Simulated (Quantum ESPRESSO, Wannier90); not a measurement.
# TlI (CsCl type): Wannier90 run

```yaml
crystal:
  lattice:
    - [4.23821, 0.00000, 0.00000]
    - [0.00000, 4.23821, 0.00000]
    - [0.00000, 0.00000, 4.23821]
  atoms:
    - { symbol: Tl, position: [0.00000, 0.00000, 0.00000] }
    - { symbol: I, position: [0.50000, 0.50000, 0.50000] }
```

Cell from Materials Project (mp-23197), symmetrised, no further relaxation. COD (Crystallography Open Database) has the formula in 2 space groups, this one among them (matched by group alone). Computed values, not measurements, from PBEsol: Quantum ESPRESSO (norm-conserving PseudoDojo potentials, cutoff 56 Ry, no spin polarisation, no spin-orbit coupling) on a Γ-centred 8×8×8 mesh, then Wannier90. Density: 8×8×8 mesh, cold smearing 0.01 Ry. Spin-orbit coupling is left out although heavy elements are present.

Base run: 8 functions from bands 1,7-20 of the 20 computed, start hydrogen-like Tl: s;p; I: s;p, frozen window up to 3.14 eV relative to the valence-band maximum, outer window open. Bands 2–6 (Tl 5d 99 %) lie between the kept ones and are excluded. One setting was then changed (edges relative to the valence-band maximum; misfit to pw.x on a path, for states up to 2.6 eV relative to the valence-band maximum).

```
run      Ω_I (Å²)  rms misfit (meV)  worst (meV)
-------  --------  ----------------  -----------
base        14.64               5.8           64
changed     17.03               1.8           15
```

### Question
Which change was made?
A. no frozen window
B. only the lowest 10 of the kept bands
C. frozen window to 0.14 eV
D. only the lowest 13 of the kept bands

### Answer
B, only the lowest 10 of the kept bands. The others give:

```csv
run,Ω_I (Å²),rms misfit (meV),worst (meV)
frozen window to 0.14 eV,13.65,95,469
no frozen window,12.86,214,600
only the lowest 13 of the kept bands,15.43,3.7,29
```
